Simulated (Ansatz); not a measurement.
Relaxed-ion elastic tensor of CdTe (CsCl type, Pm-3m) in GPa (Voigt order), plane-wave PAW r²SCAN (Ansatz code); density 7.45 g/cm³, 26.76 Å³ per atom.

```
 43.0   52.9   52.9    0.0    0.0    0.0
 52.9   43.0   52.9    0.0    0.0    0.0
 52.9   52.9   43.0    0.0    0.0    0.0
  0.0    0.0    0.0  -12.6    0.0    0.0
  0.0    0.0    0.0    0.0  -12.6    0.0
  0.0    0.0    0.0    0.0    0.0  -12.6
```

**Question.** Is the crystal mechanically stable?

**Answer.** No: the smallest eigenvalue of C is -12.6 GPa.

A made-up cell: these elements were put on the sites of a structure type; neither database checked (COD, Materials Project) lists it. It is not the phase usual at ambient conditions (space group No. 216). Symmetry was held in the r²SCAN relaxation. At this level the phase is mechanically unstable. As this level gives no gap, shear constants depend on the k-mesh and smearing (Fermi–Dirac, 0.1 eV here). Spin–orbit coupling is left out wherever it is not named.

Potentials: the later of the program's two PAW sets.
